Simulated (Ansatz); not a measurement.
Values for one crystal, relaxed and computed with DFT-PBEsol in the program Ansatz with PAW potentials; other levels are named.

| Property | Value |
|---|---|
| Volume per atom | 16.54 Å³ |
| Electronic character | metallic (no gap) |
| Density of states at the Fermi level | 0.40 states/eV per atom (mean over ±0.08 eV) |
| Formation energy from the elements (no fitted shifts) | 0.019 eV/atom |

Pick the material that matches.
A) AlNi3, Cu3Au type
B) In2Ag, I4/mcm (In on 8h, Ag on 4a)
C) AlCo, rock salt
D) AlAg, Cmcm (Ag on 4c, Al on 4c)

D, AlAg, Cmcm (Ag on 4c, Al on 4c)

The start of the workflow was typed in or built on a structure type; neither database checked (COD, Materials Project) lists it. Whether it is the stable phase at ambient conditions was not checked. The cell was relaxed with PBEsol under the symmetry of its start; whether a distortion lowers the energy is not shown. No spin polarisation was allowed. The references are the lowest solids computed at this level, not always the standard phases. Scalar-relativistic: spin–orbit coupling is off unless named, which matters more the heavier the elements.

Potentials: the later of the program's two PAW sets.
